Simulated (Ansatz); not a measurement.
Nb (bcc (W type), Im-3m) under volume change, r²SCAN (plane waves, PAW; program Ansatz), scaled uniformly.

| V (Å³/atom) | E − E(relaxed) (meV/atom) | P (GPa) |
|---|---|---|
| 16.383 | 90.6 | 19.29 |
| 16.923 | 38.3 | 11.93 |
| 17.463 | 9.1 | 5.54 |
| 18.004 | 0.0 | -0.01 |
| 18.544 | (withheld) | (withheld) |
| 19.084 | (withheld) | (withheld) |
| 19.624 | 68.5 | -12.67 |

### Question
Complete the blanks.

### Answer

- 18.544, E − E(relaxed) (meV/atom): 8.3
- 18.544, P (GPa): -4.82
- 19.084, E − E(relaxed) (meV/atom): 31.8
- 19.084, P (GPa): -9.01

### Question
What does a third-order Birch–Murnaghan fit give for V₀, B₀ and B′?

### Answer
V₀ = 18.00 Å³/atom, B₀ = 172 GPa, B′ = 3.7.

The r²SCAN relaxation kept the symmetry of its start. The run is not spin-polarised.

Potentials: the later of the program's two PAW sets.
